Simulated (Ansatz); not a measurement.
Eigenvalues along a path: LaS

```xyz
2
Lattice="0.0000 2.9024 2.9024 2.9024 0.0000 2.9024 2.9024 2.9024 0.0000" Properties=species:S:1:pos:R:3 pbc="T T T"
La    0.0000    0.0000    0.0000
S     2.9024    2.9024    2.9024
```

The cell comes from a relaxation on PAW files under the same functional, begun from a database entry that needn't be the ground state.

Level of theory: DFT with PBEsol, scalar-relativistic, in Ansatz 0.2.0; a Γ-centred 9×9×9 k mesh, Fermi–Dirac smearing of 0.02 eV, no spin polarisation. LAPW: all electrons, basis error target 0.5 meV/atom.

Spin–orbit coupling is left out, which matters for the heavy atoms.

Path points, in fractions of the reciprocal vectors: Γ (0.000, 0.000, 0.000), X (0.500, 0.000, 0.500), U (0.625, 0.250, 0.625), K (0.375, 0.375, 0.750), L (0.500, 0.500, 0.500), W (0.500, 0.250, 0.750). The distance column jumps between branches of the path. Levels in eV from the Fermi level; bands 15 to 24, counted from the lowest band of the run. The gap is zero, the pressure 0.03 GPa.

```
# k(1/Å) point b15 b16 b17 b18 b19 b20 b21 b22 b23 b24
0.000 Γ -16.36 -16.36 -16.36 -13.85 -3.18 -3.18 -3.18 0.22 0.22 0.22
0.155 - -16.48 -16.38 -16.38 -13.70 -3.61 -3.22 -3.22 0.01 0.41 0.41
0.309 - -16.72 -16.42 -16.42 -13.39 -4.37 -3.29 -3.29 -0.44 0.89 0.89
0.464 - -16.94 -16.49 -16.49 -13.17 -4.85 -3.34 -3.34 -0.91 1.40 1.40
0.619 - -17.09 -16.55 -16.55 -13.19 -4.82 -3.33 -3.33 -1.33 1.63 1.70
0.773 - -17.15 -16.61 -16.61 -13.40 -4.37 -3.28 -3.28 -1.65 1.74 1.75
0.928 - -17.15 -16.66 -16.66 -13.64 -3.79 -3.22 -3.22 -1.85 1.80 1.80
1.082 X -17.14 -16.67 -16.67 -13.74 -3.52 -3.20 -3.20 -1.91 1.82 1.83
1.137 - -17.14 -16.68 -16.67 -13.73 -3.53 -3.24 -3.22 -1.87 1.81 1.82
1.192 - -17.13 -16.72 -16.66 -13.68 -3.54 -3.36 -3.28 -1.75 1.80 1.82
1.246 - -17.11 -16.78 -16.65 -13.61 -3.55 -3.53 -3.38 -1.57 1.78 1.80
1.301 - -17.10 -16.85 -16.64 -13.51 -3.73 -3.57 -3.51 -1.35 1.74 1.79
1.356 - -17.07 -16.93 -16.62 -13.40 -3.94 -3.65 -3.59 -1.09 1.70 1.76
1.410 - -17.04 -17.02 -16.61 -13.28 -4.16 -3.81 -3.61 -0.80 1.64 1.74
1.465 U -17.10 -17.01 -16.58 -13.16 -4.38 -3.96 -3.64 -0.49 1.56 1.70
2.128 K -17.10 -17.01 -16.58 -13.16 -4.38 -3.96 -3.64 -0.48 1.56 1.70
2.292 - -17.31 -16.90 -16.51 -12.83 -4.94 -4.36 -3.70 0.55 1.24 1.57
2.456 - -17.40 -16.76 -16.45 -12.63 -5.26 -4.58 -3.71 0.83 1.35 1.36
2.620 - -17.33 -16.63 -16.40 -12.66 -5.22 -4.56 -3.65 0.43 1.07 1.61
2.784 - -17.13 -16.52 -16.37 -12.91 -4.83 -4.31 -3.52 0.15 0.75 1.46
2.948 - -16.82 -16.44 -16.36 -13.30 -4.19 -3.88 -3.36 0.05 0.47 0.94
3.112 - -16.51 -16.38 -16.36 -13.68 -3.51 -3.41 -3.23 0.13 0.28 0.43
3.276 Γ -16.36 -16.36 -16.36 -13.85 -3.18 -3.18 -3.18 0.22 0.22 0.22
3.410 - -16.47 -16.37 -16.37 -13.73 -3.37 -3.29 -3.29 0.18 0.30 0.30
3.544 - -16.72 -16.38 -16.38 -13.44 -3.84 -3.58 -3.58 0.15 0.51 0.51
3.678 - -17.02 -16.39 -16.39 -13.08 -4.40 -3.93 -3.93 0.22 0.83 0.83
3.812 - -17.31 -16.40 -16.40 -12.73 -4.95 -4.26 -4.26 0.42 1.17 1.17
3.946 - -17.54 -16.42 -16.42 -12.44 -5.39 -4.52 -4.52 0.73 1.43 1.43
4.080 - -17.68 -16.42 -16.42 -12.24 -5.67 -4.68 -4.68 1.06 1.57 1.57
4.213 L -17.73 -16.43 -16.43 -12.17 -5.77 -4.73 -4.73 1.21 1.62 1.62
4.323 - -17.71 -16.45 -16.43 -12.22 -5.70 -4.70 -4.67 1.18 1.57 1.62
4.432 - -17.65 -16.52 -16.46 -12.36 -5.52 -4.61 -4.51 1.07 1.42 1.64
4.541 - -17.54 -16.62 -16.50 -12.55 -5.27 -4.44 -4.28 0.91 1.20 1.68
4.651 - -17.41 -16.73 -16.56 -12.76 -5.03 -4.21 -4.04 0.75 0.94 1.75
4.760 - -17.25 -16.83 -16.66 -12.94 -4.85 -3.94 -3.83 0.61 0.71 1.82
4.869 - -17.09 -16.89 -16.78 -13.06 -4.74 -3.72 -3.69 0.54 0.56 1.87
4.979 W -16.94 -16.91 -16.91 -13.11 -4.70 -3.64 -3.64 0.51 0.51 1.89
5.056 - -16.96 -16.92 -16.86 -13.14 -4.63 -3.64 -3.63 0.05 0.93 1.87
5.133 - -17.01 -16.89 -16.81 -13.23 -4.45 -3.62 -3.59 -0.42 1.27 1.86
5.211 - -17.06 -16.84 -16.76 -13.35 -4.17 -3.60 -3.52 -0.86 1.51 1.85
5.288 - -17.09 -16.78 -16.73 -13.50 -3.84 -3.57 -3.43 -1.26 1.67 1.84
5.365 - -17.12 -16.73 -16.70 -13.62 -3.55 -3.52 -3.33 -1.59 1.76 1.83
5.443 - -17.13 -16.69 -16.68 -13.71 -3.53 -3.28 -3.24 -1.83 1.80 1.82
5.520 X -17.14 -16.67 -16.67 -13.74 -3.52 -3.20 -3.20 -1.91 1.82 1.83
```
